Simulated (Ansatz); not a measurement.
# MnAg: reading a single point

```
CELL_PARAMETERS angstrom
4.64005 0.00000 0.00000
0.00000 2.99173 0.00000
0.00000 0.00000 4.89212
ATOMIC_POSITIONS crystal
Ag 0.25000 0.00000 0.17700
Ag 0.75000 0.00000 0.82300
Mn 0.25000 0.50000 0.68200
Mn 0.75000 0.50000 0.31800
```

Method: PBE, no spin polarisation; PAW, plane waves to 420 eV, 7×11×7 Γ-centred mesh, fermi-dirac occupations (width 0.1 eV) (Ansatz 0.2.0), atoms fixed.

- Contacts: Ag–Mn at 2.85 Å: least valence density 0.21 e/Å³ and ELF 0.22 there. Ag–Ag at 2.90 Å: least valence density 0.22 e/Å³ and ELF 0.17 there. Mn–Mn at 2.92 Å: least valence density 0.20 e/Å³ and ELF 0.42 there. Both are smooth PAW fields, read partly inside the augmentation spheres.
- Charges: Bader charges in e: Mn +0.37, Ag -0.37. In the mean Mn gives up most and Ag takes most.
- Forces: The largest is on Mn3 (and as large on other atoms): 1.17 eV/Å, components (0.00, 0.00, -1.17). It makes 104° with the line to a nearest neighbour, Ag2 at 2.85 Å.
- Stress: The pressure is -17.5 GPa (compression positive), so with the atoms held at these fractions the cell would first shrink; the forces are large, so a full relaxation may end otherwise. The principal stresses -19.5, -17.0, -16.2 GPa differ, so its shape would change too.
- Electronic structure: It is a metal, with about 9.5 states/eV a cell as the mean within 0.25 eV of the Fermi level, mostly Mn d (91 %).
- Formation energy: 1.10 eV an atom against the elements' usual phases (free molecules for gases, crystals otherwise, with no correction for O₂ or N₂), so at this geometry it isn't bound against them. Relaxing would lower it.

Origin: a known structure type with other elements, at an estimated volume, so it need not be a known compound. Caveats: no spin polarisation, so a magnetic state may lie lower; atoms or cell far from equilibrium.
